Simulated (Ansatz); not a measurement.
Two-dimensional strain map in Ta

Theory: Ansatz 0.2.0, DFT r2SCAN, scalar-relativistic, plane waves, PAW. Settings: plane waves to 500 eV, k-mesh 20×20×20 (Γ-centred), Gaussian smearing 0.15 eV. Spin–orbit coupling is left out, which can shift energies with elements as heavy as these. No spin polarisation. Energies are free energies at this smearing, counted from the undisturbed cell; pressure is positive in compression.

The starting cell (as given, not relaxed at this level; it stands at -1.7 GPa; this fcc form isn't the usual structure):

```
CELL_PARAMETERS angstrom
0.00000 2.11000 2.11000
2.11000 0.00000 2.11000
2.11000 2.11000 0.00000
ATOMIC_POSITIONS crystal
Ta 0.00000 0.00000 0.00000
```

The cell is strained by p along both x and y and by q along z, fractional coordinates fixed. Points are written (p, q).

p was sampled at -0.050, -0.025, 0.000, 0.025, 0.050 and q at -0.050, -0.025, 0.000, 0.025, 0.050.

Where on the computed points is the energy highest, and how high?

At (-0.050, -0.050): 263.2 meV/atom.

Away from (0, 0), which computed point is lowest?

(0.025, -0.050): -30.5 meV/atom.

The map, in meV/atom:

```
 p \ q  -0.050  -0.025  0.000  0.025  0.050
-0.050   263.2   169.8   90.3   25.8  -22.5
-0.025   100.5    53.7   17.2   -7.6  -20.9
 0.000     4.8    -0.5    0.0    9.8   29.1
 0.025   -30.5     0.5   34.7   74.8  122.2
 0.050   -11.0    50.4  114.8  182.3  254.6
```